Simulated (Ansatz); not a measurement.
Level of theory: Ansatz 0.2.0, DFT PBE, scalar-relativistic, plane waves, PAW. All cells share a 420 eV cutoff and Γ-centred k meshes spaced at most about 0.3 Å⁻¹ (2π included). No spin polarisation in the final relaxations.

All energies are static (0 K, no zero-point motion).

Two relaxed structures of SnGe₃Te₄:

A.

Space group Pm (No. 6). a = 4.488 Å, b = 4.297 Å, c = 12.399 Å, α = 90.00°, β = 92.71°, γ = 90.00°
| atom | site | symmetry | x | y | z |
| --- | --- | --- | --- | --- | --- |
| Sn | 1a | m | 0.0037 | 0.0000 | 0.4946 |
| Ge | 1a | m | 0.0393 | 0.0000 | 0.9942 |
| Ge | 1b | m | 0.5510 | 0.5000 | 0.7445 |
| Ge | 1b | m | 0.5328 | 0.5000 | 0.2356 |
| Te | 1a | m | 0.9748 | 0.0000 | 0.7629 |
| Te | 1b | m | 0.4835 | 0.5000 | 0.5138 |
| Te | 1a | m | 0.9533 | 0.0000 | 0.2476 |
| Te | 1b | m | 0.4617 | 0.5000 | 0.0068 |

B.

Space group Pm (No. 6). a = 7.464 Å, b = 4.296 Å, c = 7.777 Å, α = 90.00°, β = 108.50°, γ = 90.00°
```
atom  site  symmetry       x       y       z
  Sn    1a         m  0.0051  0.0000  0.0120
  Ge    1b         m  0.0105  0.5000  0.5267
  Ge    1a         m  0.5065  0.0000  0.5153
  Ge    1b         m  0.5095  0.5000  0.0339
  Te    1b         m  0.7355  0.5000  0.7159
  Te    1a         m  0.7333  0.0000  0.2345
  Te    1a         m  0.2432  0.0000  0.7211
  Te    1b         m  0.2563  0.5000  0.2407
```

Problem. Which placement of the atoms is lower in energy, and by how much?

Solution. B is lower, by 4 meV/atom. The two share one framework of sites and differ in which element sits where. A has Sn and Ge ordered on rock salt sites, space group Pm (No. 6), 29.9 Å³/atom and a gap of 0.33 eV on its mesh; B has Sn and Ge ordered on rock salt sites, space group Pm (No. 6), 29.6 Å³/atom and a gap of 0.38 eV. Counting Ge or Te atoms around Sn (for each partner element, those within 1.25 times its shortest distance or 1.15 times the sum of covalent radii, where it is the nearest in units of that sum or under 1.3), A and B both have Sn 6. In A, Sn is surrounded by 6 Te at 3.04–3.33 Å; around Ge on its first site lie 3 Te at 2.86–2.87 Å, 1 Te at 3.18 Å and 2 Te at 3.38 Å; Te on its first site has 3 Ge at 2.87 Å, 1 Sn at 3.33 Å and 2 Ge at 3.38 Å; 5 more sites not described. In B, around Sn lie 3 Te at 3.03–3.06 Å and 3 Te at 3.29–3.32 Å; Ge on its first site is surrounded by 3 Te at 2.87–2.88 Å and 3 Te at 3.30–3.33 Å; around Te on its first site lie 3 Ge at 2.88 Å, 2 Sn at 3.32 Å and 1 Ge at 3.41 Å; 5 more sites not described. Both come from invented guesses.

Spin–orbit coupling, which can matter for Te, is left out. Kohn–Sham gaps at this level usually fall short of measured ones. The missing spin–orbit coupling can work the other way here. Cells relaxed within their symmetry can be saddle points.
